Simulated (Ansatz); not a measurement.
Level of theory: Ansatz, DFT PBE, scalar-relativistic, plane waves, PAW. All cells share a 420 eV cutoff and Γ-centred k meshes spaced about 0.3 Å⁻¹ or finer (0.25 for metals, 2π included). No spin polarisation.

All energies are static (0 K, no zero-point motion).

Two relaxed structures of Hf2Ti2Ge3:

A.

```xyz
7
Lattice="-1.7524 1.7524 10.1356 1.7524 -1.7524 10.1356 1.7524 1.7524 -10.1356" Properties=species:S:1:pos:R:3 pbc="T T T"
Hf    0.0000    0.0000    5.9614
Hf    0.0000    0.0000   14.3099
Ti    0.0000    0.0000   11.4661
Ti    0.0000    0.0000    8.8052
Ge    0.0000    0.0000   17.4789
Ge    0.0000    0.0000    2.7923
Ge    0.0000    0.0000    0.0000
```

B.

```xyz
7
Lattice="-1.7407 1.7407 10.1876 1.7407 -1.7407 10.1876 1.7407 1.7407 -10.1876" Properties=species:S:1:pos:R:3 pbc="T T T"
Hf    0.0000    0.0000   11.6401
Hf    0.0000    0.0000    8.7351
Ti    0.0000    0.0000    5.8852
Ti    0.0000    0.0000   14.4900
Ge    0.0000    0.0000   17.2053
Ge    0.0000    0.0000    3.1699
Ge    0.0000    0.0000    0.0000
```

**Question.** Which arrangement of the elements on these sites is preferred, and by what margin?

**Answer.** B is lower, by 41 meV/atom. The two share one framework of sites and differ in which element sits where. A has space group I4/mmm (No. 139), 17.8 Å³/atom and no gap on its mesh; B has space group I4/mmm (No. 139), 17.6 Å³/atom and no gap. Counting Ge atoms around Hf and Ti (those within 1.25 times the shortest such distance or 1.15 times the sum of covalent radii; a plus sign parts nearer from farther groups), A has Hf 4+1, Ti 8 and B has Hf 8, Ti 5. In A, around Hf lie 4 Ge at 2.84 Å, 1 Ti at 2.84 Å, 4 Hf at 3.06 Å, 1 Ge at 3.17 Å and 4 Hf at 3.50 Å; Ti is surrounded by 1 Ti at 2.66 Å, 8 Ge at 2.81–2.88 Å, 1 Hf at 2.84 Å and 4 Ti at 3.50 Å; Ge on a site of symmetry 4mm has 1 Ge at 2.79 Å, 4 Hf at 2.84 Å, 4 Ti at 2.88 Å, 1 Hf at 3.17 Å and 4 Ge at 3.50 Å; 1 more site not described. In B, Hf has 1 Ti at 2.85 Å, 8 Ge at 2.86–3.00 Å, 1 Hf at 2.91 Å and 4 Hf at 3.48 Å; around Ti lie 5 Ge at 2.71–2.72 Å, 1 Hf at 2.85 Å, 4 Ti at 2.93 Å and 4 Ti at 3.48 Å; around Ge on a site of symmetry 4mm lie 5 Ti at 2.71–2.72 Å, 4 Hf at 3.00 Å, 1 Ge at 3.17 Å and 4 Ge at 3.48 Å; 1 more site not described. Both come from invented guesses.

These runs have no spin–orbit coupling, which can matter for Hf.
